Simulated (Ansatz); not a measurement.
A distorted cell of BaTiO₃ (tetragonal-perovskite type, space group P4mm):

```xyz
5
Lattice="3.9728 0.0000 0.0000 0.0000 3.9728 0.0000 0.0000 0.0000 4.1123" Properties=species:S:1:pos:R:3 pbc="T T T"
Ti     1.9864     1.9864     1.8599
Ba     0.0000     0.0000     3.8417
O      1.9864     1.9864     3.6816
O      1.9864     0.0000     1.6948
O     -0.0462     1.9402     1.6486
```

The numbers are results of r2SCAN (plane waves to 500 eV, PAW, scalar-relativistic; Ansatz, an electronic-structure program), not measurements. k mesh 7×7×7 (Γ-centred), Fermi-Dirac smearing 0.05 eV. Energies are smeared free energies. Stress and pressure are positive under compression. BaTiO3 is run without spin polarisation. BaTiO3 was relaxed with its symmetry unable to fall. The PAW data are Ansatz's earlier set.

Q: What forces act on the atoms (eV/Å, Cartesian)?

A: 
```
atom      Fx      Fy      Fz
----  ------  ------  ------
Ti1    0.174  -0.034  -0.118
Ba2   -0.062  -0.034  -0.026
O3    -0.177   0.020  -0.161
O4    -0.228  -0.228   0.034
O5     0.293   0.276   0.270
```

Q: In it atom 5 sits (-0.046, -0.046, -0.046) Å away from its relaxed site. What is its energy relative to the relaxed cell?

A: 19 meV/cell.

(A displaced cell: forces are minus the slopes of the energy, force constants its curvatures, and phonons follow from these.)
